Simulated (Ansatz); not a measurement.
The start is a generated cell, Al2O3 placed in the stibnite structure type. The structure is fully relaxed (lattice and positions, P = 0) with PBEsol (plane waves to 420 eV, PAW, scalar-relativistic; Ansatz, a first-principles code). The first steps use a coarse 3×7×3 k-mesh.

Input geometry:
```
Al2O3
1.0
    8.22260     0.00000     0.00000
    0.00000     2.79111     0.00000
    0.00000     0.00000     8.18106
Al O
8 12
Cartesian
  7.98110   0.69778   1.42334
  3.86980   0.69778   2.66719
  0.24150   2.09333   6.75772
  4.35280   2.09333   5.51387
  5.33967   0.69778   7.88629
  1.22837   0.69778   4.38529
  2.88293   2.09333   0.29476
  6.99422   2.09333   3.79576
  2.40264   0.69778   1.56921
  6.51394   0.69778   2.52132
  5.81995   2.09333   6.61185
  1.70866   2.09333   5.65974
  3.70346   0.69778   7.17479
  7.81476   0.69778   5.09680
  4.51914   2.09333   1.00627
  0.40784   2.09333   3.08426
  5.13583   0.69778   4.59039
  1.02454   0.69778   7.68119
  3.08676   2.09333   3.59067
  7.19806   2.09333   0.49986
```

```yaml
initial_pressure: "-10.5 GPa (negative: the cell is under tension)"
largest_initial_force: 2.86 eV/Å, on O9, O10, O11, O12 (atoms numbered as listed)
outcome: The space group stays Pnma (No. 62) (the run could not lower it), with 20 atoms in the primitive cell
energy_released: 0.35 eV/atom
volume_change: -9.2 %, from 9.39 to 8.53 Å³/atom
band_gap_at_the_end: 4.18 eV, direct at Γ (no spin-orbit coupling)
optimiser_moves: 14
```

Final values are on a 3×10×4 k-mesh of the relaxed cell. No spin polarisation in the result.

The run could not lose the symmetry of its start: the end is stationary, and may be a saddle point rather than a minimum.

The relaxed structure here is a generated cell of Al2O3: the first start was made by placing the elements on the sites of a structure type, and the end was not matched to a known phase here, so it may be hypothetical. Known forms of Al2O3 include space group No. 167.
